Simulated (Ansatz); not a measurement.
Ionic part of the dielectric constant of CaO at -1 GPa, mode by mode

All numbers below come from Ansatz 0.2.0, DFT LDA, scalar-relativistic, plane waves, PAW. Cutoff 420 eV, 8×8×8 k-points (Γ-centred), fixed occupations. No spin polarisation. Phonons by linear response, acoustic sum rule imposed.

Symmetry: Fm-3m, No. 225, cubic system. Conventional cell: a = 4.720 Å, b = 4.720 Å, c = 4.720 Å, α = 90.00°, β = 90.00°, γ = 90.00°. Around Ca (site symmetry m-3m) lie 6 O at 2.36 Å. Around O (site symmetry m-3m) lie 6 Ca at 2.36 Å.

The primitive cell has V = 26.29 Å³ and ε∞,yy = 3.876. Each polar mode adds Δε = (4.92064×10⁷/V)·S/ν² along y, with S its oscillator strength in e²/amu, ν in cm⁻¹ and V in Å³.

Question: From these modes, find each Δε and ε0,yy.
| ν (cm⁻¹) | S_yy (e²/amu) |
| --- | --- |
| 284.6 | 0.4918 |

Answer:
```tsv
ν (cm⁻¹)	Δε
284.6	11.36
```

The sum is 11.363, so ε0,yy = 15.24; the run's tensor has 15.24.

Question: Where do the longitudinal modes lie for a wave vector along y?

Answer: At 564 cm⁻¹. The Lyddane–Sachs–Teller product Π(ν_LO/ν_TO)² = 3.93 matches ε0/ε∞ = 3.93.